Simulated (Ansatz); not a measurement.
Fe₂O₃: ⁵⁷Fe Mössbauer parameters

Cell: a structure deposited in the COD, its atoms then relaxed with PBE in this cell.

```
CELL_PARAMETERS angstrom
2.51900 1.45435 4.59067
-2.51900 1.45435 4.59067
0.00000 -2.90869 4.59067
ATOMIC_POSITIONS crystal
Fe 0.34632 0.34632 0.34632
Fe 0.15368 0.15368 0.15368
Fe 0.65368 0.65368 0.65368
Fe 0.84632 0.84632 0.84632
O 0.56481 0.93519 0.25000
O 0.25000 0.56481 0.93519
O 0.93519 0.25000 0.56481
O 0.43519 0.06481 0.75000
O 0.75000 0.43519 0.06481
O 0.06481 0.75000 0.43519
```

Sites (sets of like atoms) are named by element and the number of their first atom in this list.

The numbers come from a DFT calculation in Ansatz (PBE+U (U = 4.0 eV on Fe d), plane waves and PAW, scalar-relativistic, collinear spin, 420 eV cutoff, Γ-centred 11×11×11 k-points, Fermi–Dirac smearing 0.05 eV). Start moments as typed (μB): 5 5 -5 -5 0 0 0 0 0 0 by atom. The program fits them to the shells of the files, so those used differ somewhat.

Isomer shifts (against α-Fe) follow from the electron density at the nucleus, δ = α(ρ − ρ₀), with α = -0.366 mm s⁻¹ a₀³ and ρ₀ = 14904.00 a₀⁻³ from a line fitted to 10 measured compounds at this level of theory (rms miss 0.11 mm/s). ΔE_Q = ½eQV_zz(1 + η²/3)^½ with Q = 0.160 b for the 14.4 keV state. B_c is the Fermi-contact field along the atom's own moment; orbital and dipolar fields are not included.

(1) Give the isomer shift and quadrupole splitting and contact field of each Fe site.

Answers

(1) 

```
site       atoms         first shell  ρ − ρ₀ (a₀⁻³)  δ (mm/s)  ΔE_Q (mm/s)     η  |m| (μB)  B_c (T)
  Fe  1, 2, 3, 4  6 O at 1.98–2.07 Å          -0.99      0.36         0.08  0.00      3.84    -34.5
```

The shift of Fe is typical of high-spin Fe(III).

At this cell the PBE+U pressure is 10 GPa, so with PBE+U the cell would grow if it were relaxed. The entry's cell may itself be off. The largest force is 1.1 eV/Å, so the atoms aren't at the calculated equilibrium and relaxing them would move these values. Runs of this kind can end above the lowest electronic state. With these PAW files V_zz is typically within 2 to 3 % of all-electron values, but misses above 10 % occur on Fe. The magnetic order is the one that the run reached from its start moments, not necessarily the measured one; the program found signs of a lower order. Semilocal functionals underestimate the core's spin polarisation, so contact fields of ionic iron come out too small in magnitude.

Hardware: 4 threads of Intel Xeon Platinum 8259CL CPU @ 2.50GHz (Skylake/Cascade Lake) (x86_64; 16 cores open to the job, memory cap 8.0 GiB, no GPU), a shared host with a load of 0.7 a core. Wall time 2.4 min, CPU time 8.7 min, peak memory 2 GiB.
